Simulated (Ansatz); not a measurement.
Computed with DFT PBE, scalar-relativistic, plane waves, PAW (Ansatz). All cells share a 420 eV cutoff and Γ-centred k meshes spaced at most about 0.3 Å⁻¹ (about 0.25 or finer for metals, 2π included). Collinear spin in cells that started with moments and kept them past the coarse steps, no spin elsewhere.

Temperature and zero-point effects are left out.

Compare these two cells of TiAlF, each relaxed at this level.

1. (site moments Ti 0.1 (×2) μB)

```cif
data_structure
_symmetry_space_group_name_H-M 'P4/nmm:1'
_symmetry_Int_Tables_number 129
_cell_length_a 3.5541
_cell_length_b 3.5541
_cell_length_c 7.2759
_cell_angle_alpha 90.000
_cell_angle_beta 90.000
_cell_angle_gamma 90.000
_cell_volume 91.90
loop_
_atom_site_label
_atom_site_type_symbol
_atom_site_symmetry_multiplicity
_atom_site_Wyckoff_symbol
_atom_site_fract_x
_atom_site_fract_y
_atom_site_fract_z
_atom_site_occupancy
Ti1 Ti 2 c 0.00000 0.50000 0.70569 1
Al1 Al 2 a 0.50000 0.50000 0.00000 1
F1 F 2 c 0.00000 0.50000 0.42464 1
```

2. (no spin)

```cif
data_structure
_symmetry_space_group_name_H-M 'P4/mmm'
_symmetry_Int_Tables_number 123
_cell_length_a 2.9623
_cell_length_b 2.9623
_cell_length_c 5.5265
_cell_angle_alpha 90.000
_cell_angle_beta 90.000
_cell_angle_gamma 90.000
_cell_volume 48.50
loop_
_atom_site_label
_atom_site_type_symbol
_atom_site_symmetry_multiplicity
_atom_site_Wyckoff_symbol
_atom_site_fract_x
_atom_site_fract_y
_atom_site_fract_z
_atom_site_occupancy
Ti1 Ti 1 c 0.50000 0.50000 0.00000 1
Al1 Al 1 d 0.50000 0.50000 0.50000 1
F1 F 1 a 0.00000 0.00000 0.00000 1
```

**Question.** Which form is favoured at zero pressure, and by what margin per atom?

**Answer.** Cell 1 is lower, by 150 meV/atom. Cell 1 has space group P4/nmm (No. 129), 15.3 Å³/atom and no gap on its mesh; cell 2 has space group P4/mmm (No. 123), 16.2 Å³/atom and no gap. Counting F atoms around Al and Ti (those within 1.25 times the shortest such distance or 1.15 times the sum of covalent radii, 1.27 where that leaves under three; a plus sign parts nearer from farther groups; the shortest distance is added where it exceeds 1.18 times the sum of covalent radii), cell 1 has Ti 1+4, Al 4 from 3.6 Å and cell 2 has Ti 4, Al 8 from 3.5 Å. Their magnetic states differ too, which can make part of the margin. The denser one is the lower, and pressure would at first widen the difference. In cell 1, around Ti lie 1 F at 2.04 Å, 4 F at 2.69 Å and 4 Al at 2.78 Å; around Al lie 4 Al at 2.51 Å and 4 Ti at 2.78 Å; around F lies 1 Ti at 2.04 Å. In cell 2, Ti has 4 F at 2.09 Å, 2 Al at 2.76 Å and 4 Ti at 2.96 Å; Al is surrounded by 2 Ti at 2.76 Å and 4 Al at 2.96 Å; F is surrounded by 4 Ti at 2.09 Å. Both come from invented guesses.

The magnetic state reached may not be the lowest. Cells relaxed within their symmetry can be saddle points. Some candidate types were left out of the draw beforehand, so a known form may be missing.
